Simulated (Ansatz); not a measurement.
Task: Each is relaxed and computed with DFT-PBEsol in the program Ansatz with PAW potentials. Which is the only metal?
(A) FeBiO3, Ima2 (Bi on 4b, Fe on 4a, O on 8c, O on 4b)
(B) AlBN2, chalcopyrite
(C) BiB, P-6m2 (B on 1a, Bi on 1f)
(D) AlBO3, R-3c (Al on 6b, B on 6a, O on 18e)

Result: C, BiB, P-6m2 (B on 1a, Bi on 1f). BiB: metal; AlBN2: gap 2.69 eV (direct); AlBO3: gap 5.80 eV (indirect); FeBiO3: gap 0.83 eV (direct). Spin orders computed, not proven ground states: FeBiO3, Ima2 (Bi on 4b, Fe on 4a, O on 8c, O on 4b) antiferromagnetic. Constructed cells (a structure type filled with these elements, in neither database checked): BiB, P-6m2 (B on 1a, Bi on 1f). Typed or built starts, not in the databases checked: AlBN2, chalcopyrite; FeBiO3, Ima2 (Bi on 4b, Fe on 4a, O on 8c, O on 4b). Not the usual ambient phase: FeBiO3, Ima2 (Bi on 4b, Fe on 4a, O on 8c, O on 4b). Standing as an ambient phase not checked: AlBO3, R-3c (Al on 6b, B on 6a, O on 18e). All cells were relaxed under the symmetry of their starts (and spin orders); stability against distortions was not tested throughout. Cells of antiferromagnets are given as chemical subcells. No Hubbard U is applied. Spin–orbit coupling is left out wherever it is not named.

Potentials: the later of the program's two PAW sets.
